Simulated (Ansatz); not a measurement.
Total density of states per atom from PBEsol (plane waves, PAW; program Ansatz), in 0.25 eV bins, energy from the Fermi level:

```
E (eV) | states/eV/atom
    -7.85 | ######### 0.43
    -7.60 | ##### 0.25
    -7.35 | # 0.04
    -7.10 | # 0.03
    -6.85 | # 0.03
    -6.60 | # 0.03
    -6.35 | # 0.03
    -6.10 | # 0.04
    -5.85 | # 0.04
    -5.60 | #### 0.22
    -5.35 | ######## 0.39
    -5.10 | ######## 0.40
    -4.85 | ######## 0.40
    -4.60 | ##### 0.22
    -4.35 | ####### 0.33
    -4.10 | ######### 0.42
    -3.85 | ######## 0.39
    -3.60 | ############ 0.59
    -3.35 | ########### 0.56
    -3.10 | ################ 0.79
    -2.85 | ################## 0.87
    -2.60 | ################### 0.95
    -2.35 | ###################### 1.10
    -2.10 | ############## 0.71
    -1.85 | ################# 0.84
    -1.60 | ########## 0.48
    -1.35 | ################### 0.95
    -1.10 | ########################## 1.27
    -0.85 | ##################### 1.02
    -0.60 | ################## 0.87
    -0.35 | ################### 0.93
    -0.10 | ################# 0.83
     0.15 | ########### 0.55
     0.40 | ################# 0.82
     0.65 | ################ 0.79
     0.90 | ################## 0.88
     1.15 | ######################### 1.23
     1.40 | ####################### 1.14
     1.65 | ##################### 1.04
     1.90 | ############### 0.72
     2.15 | ######################### 1.24
     2.40 | ############################## 1.48
     2.65 | ########################## 1.27
     2.90 | ############## 0.71
     3.15 | ########## 0.48
     3.40 | ########## 0.51
     3.65 | ########### 0.55
     3.90 | ########## 0.50
     4.15 | ######### 0.46
     4.40 | ######## 0.38
```

### Question
Which of these materials gives this?
A. SiGeC2, P-4m2 (Ge on 1c, Si on 1a, C on 2g)
B. VCo3, Cu3Au type
C. Si3Ge, P-4m2 (Si on 2g, Si on 1a, Ge on 1c)
D. V5Si3, I4/mcm (V on 16k, V on 4b, Si on 8h, Si on 4a)

### Answer
D, V5Si3, I4/mcm (V on 16k, V on 4b, Si on 8h, Si on 4a). Within 0.5 eV of the Fermi level: V 3d 88 %. Projections are on Löwdin-orthogonalised atomic valence shells; empty p or d shells of many metals are not among them.

The first step of the workflow began from a Materials Project structure, measured or hypothetical; the Crystallography Open Database files this formula in space group No. 140, but the cells were not matched. Whether it is the stable phase at ambient conditions was not checked. The PBEsol relaxation kept the symmetry of its start; whether a distortion lowers the energy is not shown. The run is not spin-polarised.

Potentials: the later of the program's two PAW sets.
